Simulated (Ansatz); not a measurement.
TiS$_{2}$ (rutile, space group No. 136), DFT-PBE in the program Ansatz with PAW potentials, all energies at zero smearing, with the estimated change up to a 700 eV cutoff added, with one set of potentials and settings (totals compare only within such a set). Cell of 6 atoms (2 Ti, 4 S): -8614.684 eV.

| element | reference phase | E (eV/atom) |
|---|---|---|
| Ti | P6/mmm, 3 atoms in the cell | -2499.6739 |
| S | Fddd, 32 atoms in the cell | -902.0599 |

Formation energy per atom, worked out: (-8614.684 − 2×(-2499.6739) − 4×(-902.0599))/6 = -1.183 eV/atom (-114 kJ per mol of atoms), at 0 K, without zero-point energy or fitted corrections.

Space group P4_2/mnm (rutile). A made-up cell: these elements were put on the sites of a structure type; neither database checked (COD, Materials Project) lists it. It is not the phase usual at ambient conditions (space group No. 164). The cell was relaxed with PBE under the symmetry of its start; whether a distortion lowers the energy is not shown. The run is not spin-polarised. The references are the lowest solids computed at this level, not always the standard phases.

Potentials: the later of the program's two PAW sets.
